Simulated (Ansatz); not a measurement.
Here is the system:

SbPt:
```cif
data_PtSb
_chemical_formula_sum 'Pt1 Sb1'
_space_group_name_H-M_alt 'Pm-3m'
_space_group_IT_number 221
_space_group_name_Hall '-P 4 2 3'
_cell_length_a 3.37352
_cell_length_b 3.37352
_cell_length_c 3.37352
_cell_angle_alpha 90.000
_cell_angle_beta 90.000
_cell_angle_gamma 90.000
loop_
_atom_site_label
_atom_site_type_symbol
_atom_site_symmetry_multiplicity
_atom_site_Wyckoff_symbol
_atom_site_fract_x
_atom_site_fract_y
_atom_site_fract_z
_atom_site_occupancy
Pt1 Pt 1 a 0.00000 0.00000 0.00000 1
Sb1 Sb 1 b 0.50000 0.50000 0.50000 1
```

This is the PBEsol-relaxed structure.

**Question.** All from plane-wave PAW PBEsol (Ansatz code), unless another level is named. Estimate the electronic character.

**Answer.** metallic (no gap).

**Question.** Give the density of states at the Fermi level.

**Answer.** 0.48 states/eV per atom (mean over ±0.08 eV).

**Question.** Give the formation energy from the elements (no fitted shifts).

**Answer.** -0.075 eV/atom.

**Question.** Give the gap with spin–orbit coupling.

**Answer.** none (metallic).

The cell is a constructed one: a structure type filled with these elements; neither database checked (COD, Materials Project) lists it. COD files the formula under space group No. 194. Its standing as an ambient phase is unchecked. The PBEsol relaxation kept the symmetry of its start. At this level the phase is mechanically unstable. The run is not spin-polarised. The references are the lowest solids computed at this level, not always the standard phases. Spin–orbit coupling is left out wherever it is not named.

Potentials: the earlier of the program's two PAW sets. The files were generated under PBE; for other functionals the program regenerates the frozen cores, and for LDA and PBEsol the local potential too.
